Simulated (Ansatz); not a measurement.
NbAs:
```xyz
6
Lattice="5.6043 0.0000 0.0000 -2.8021 4.8534 0.0000 0.0000 0.0000 4.2219" Properties=species:S:1:pos:R:3 pbc="T T T"
Nb     2.8021     0.0000     0.0000
Nb     1.4011     2.4267     0.0000
Nb    -1.4011     2.4267     0.0000
As     0.0000     0.0000     0.0000
As     0.0000     3.2356     2.1110
As     2.8021     1.6178     2.1110
```

Relaxed with HSE06. Special points in fractions of this cell's reciprocal vectors: Γ (0.000, 0.000, 0.000); M (0.500, 0.000, 0.000); K (0.333, 0.333, 0.000); A (0.000, 0.000, 0.500); L (0.500, 0.000, 0.500); H (0.333, 0.333, 0.500).

Q: List the band energies nearest the Fermi level at these points for HSE06 in the plane-wave PAW code Ansatz.

A: In eV from the Fermi level; about four levels below and three above (degenerate sets whole), none deeper than 8.9 eV; points with the same levels are listed once.

```csv
k,below,above
Γ,-3.19 -3.19 -1.70 -1.70 -0.03,0.56 0.56 1.66
M,-2.84 -2.12 -0.42 -0.28,0.24 0.94 1.52
K,-3.03 -2.90 -1.81 -1.81,0.26 0.26 1.34
A,-2.79 -2.79 -2.43 -2.40,0.92 0.92 1.61 1.61
L,-1.43 -1.03 -0.99 0.00,0.59 0.88 1.46
H,-1.72 -1.54 -0.87 -0.87,0.56 0.56 0.85
```

Space group P6/mmm. A made-up cell: these elements were put on the sites of a structure type; neither database checked (COD, Materials Project) lists it. COD files the formula under space group No. 109, so this cell is another polymorph or a model. Whether it is the stable phase at ambient conditions was not checked. The cell was relaxed with HSE06 under the symmetry of its start; whether a distortion lowers the energy is not shown. No spin polarisation was allowed. The hybrid run found no gap, on a coarse k-mesh. Spin–orbit coupling is left out wherever it is not named.

Potentials: the later of the program's two PAW sets.
